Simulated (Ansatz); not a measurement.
An element in the bcc structure gives these cold pressures by all-electron LAPW under LDA (Ansatz 0.2.0, scalar-relativistic, no spin polarisation).

```csv
V (Å³/atom),P (GPa)
15.06,0.07
14.16,20.6
13.25,48.7
12.05,102.9
10.84,184.5
9.64,313.2
8.28,556.9
6.78,1072
```

(1) Which element is it?

Answers

(1) Mo. Its zero-pressure volume in this structure is near 15.1 Å³/atom; the volume and the steepness of P(V) together point to it, though neighbours can come close. This is the case that was computed; others weren't tested.
